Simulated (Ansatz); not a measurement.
VBiO$_{4}$ (scheelite type, space group I4_1/a)

```yaml
crystal:
  lattice:
    - [-2.56052, 2.56052, 5.81154]
    - [2.56052, -2.56052, 5.81154]
    - [2.56052, 2.56052, -5.81154]
  atoms:
    - { symbol: Bi, position: [0.75000, 0.25000, 0.50000] }
    - { symbol: Bi, position: [0.00000, 0.00000, 0.00000] }
    - { symbol: V, position: [0.25000, 0.75000, 0.50000] }
    - { symbol: V, position: [0.50000, 0.50000, 0.00000] }
    - { symbol: O, position: [0.07985, 0.96774, 0.39015] }
    - { symbol: O, position: [0.57759, 0.68969, 0.60985] }
    - { symbol: O, position: [0.71774, 0.82759, 0.38789] }
    - { symbol: O, position: [0.43969, 0.32985, 0.61211] }
    - { symbol: O, position: [0.67015, 0.28226, 0.10985] }
    - { symbol: O, position: [0.17241, 0.56031, 0.89015] }
    - { symbol: O, position: [0.03226, 0.42241, 0.11211] }
    - { symbol: O, position: [0.31031, 0.92015, 0.88789] }
```

The slice is a (001) plane (indices of the conventional cell) through the point (0.578, 0.690, 0.610) (fractional), spanned by u = [101] and v = [011] in vectors of this cell: u (5.12 Å) and v (5.12 Å, at 90° to u). It covers one period; positions are fractions (u, v).

The numbers are results of r2SCAN (plane waves to 500 eV, PAW, scalar-relativistic; Ansatz, an electronic-structure program), not measurements. k mesh 7×7×7. These are valence fields of a PAW run, semicore shells included where kept as valence: close to a nucleus they are smooth pseudo fields. Spin-orbit coupling is left out, though Bi is heavy. The PAW data are Ansatz's earlier set. This is one of several known forms of VBiO4; the measured ambient cells at hand have space group No. 15 or 60. VBiO4 is run without spin polarisation. VBiO4 was relaxed with its symmetry unable to fall.

Q: Sketch the electron localisation function (ELF) on this plane as a map.

A: 
```
|xx%%@@@@++..                  ..++@@@@%%|
|@@@@@@##::        ......        ==%%@@@@|
|@@%%**::....    ..::--::..      ::**%%@@|
|++--......::::....::====::..      ::==++|
|    ..::--==--::..::--==--..            |
|    ::--==++==--....::::::..            |
|  ..::==++++++--::........              |
|......--==++++==::..                ..::|
|--::..::======--..                ..::--|
|==::....::--::......::::::        ..::==|
|--::............==**%%%%##==..      ::--|
|::....      ..++%%@@@@@@@@##--        ..|
|            --%%@@@@%%@@@@@@++..        |
|          ..++@@@@xxxxxx@@@@++..        |
|....      ..++@@@@##xxxx@@%%--        ..|
|**++==..    ==%%@@@@%%@@@@**....    ::++|
|@@@@%%++    ..**@@@@@@@@##::........**%%|
|@@@@@@%%--    ::**##%%##==..  ....==%%@@|
|xx%%@@@@++      ..::--::..      ::##@@%%|
|xxxx@@@@**..                    ==@@@@xx|
```
Scale: ten equal steps from 0.01 (start of ' ') to 0.83 (end of '@'), in the order ' .:-=+*#%@'. Values: electron localisation function (ELF). The map has 20 points along u (two characters each, u = 0 at the left) and 20 along v (v = 0 in the bottom row). Points within 0.3 Å of a nucleus are blanked (x), as the pseudised field means little there.
